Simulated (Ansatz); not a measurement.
Relaxed-ion elastic tensor of Ti2InN in space group P6_3/mmc (No. 194; Ti on 4f, In on 2c, N on 2a) in GPa (Voigt order), the program Ansatz at the PBEsol level (PAW); density 6.65 g/cm³, 14.01 Å³ per atom.

```tsv
	1	2	3	4	5	6
1	259	64.8	109	0.0	0.0	0.0
2	64.8	259	109	0.0	0.0	0.0
3	109	109	262	0.0	0.0	0.0
4	0.0	0.0	0.0	104	0.0	0.0
5	0.0	0.0	0.0	0.0	104	0.0
6	0.0	0.0	0.0	0.0	0.0	97.0
```

Is the crystal mechanically stable?

Yes: the smallest eigenvalue of C is 97.0 GPa.

Work out the Voigt, Reuss and Hill averages.

K_V = 149, K_R = 148, K_H = 149; G_V = 94.1, G_R = 91.7, G_H = 92.9 GPa.

Give Young's modulus, Poisson's ratio, Pugh's ratio and the universal anisotropy index.

E = 9KG/(3K + G) = 231 GPa; ν = 0.24; K/G = 1.60 (brittle by the Pugh limit of 1.75); A_U = 5G_V/G_R + K_V/K_R − 6 = 0.14.

Estimate the sound speeds and the Debye temperature.

v_l = √((K + 4G/3)/ρ) = 6400 m/s, v_t = √(G/ρ) = 3740 m/s, mean 4140 m/s; Θ = (h/k)(3n/4πV)^(1/3) v_m = 512 K.

Solve the Christoffel equation for the three sound speeds along x, y, z.

Eigenvalues of C_ijkl n_j n_l equal ρv². In km/s, slowest first: x 3.82, 3.95, 6.24; y 3.82, 3.95, 6.24; z 3.95, 3.95, 6.28.

How much does each axis shrink under pressure?

Linear compressibilities β_i = Σ_j S_ij (j = 1 to 3): x 2.5, y 2.5, z 1.7 per TPa.

The workflow started from a Materials Project entry (that database holds measured and hypothetical structures alike); the Crystallography Open Database copy checked does not list it. Whether it is the stable phase at ambient conditions was not checked. The cell was relaxed with PBEsol under the symmetry of its start; its stability against distortions is not shown here. The run is not spin-polarised. As this level gives no gap, shear constants depend on the k-mesh and smearing (Fermi–Dirac, 0.1 eV here). On the denser mesh and wider smearing of the elastic run this cell carries a stress of 0.4 GPa.

Potentials: the later of the program's two PAW sets.
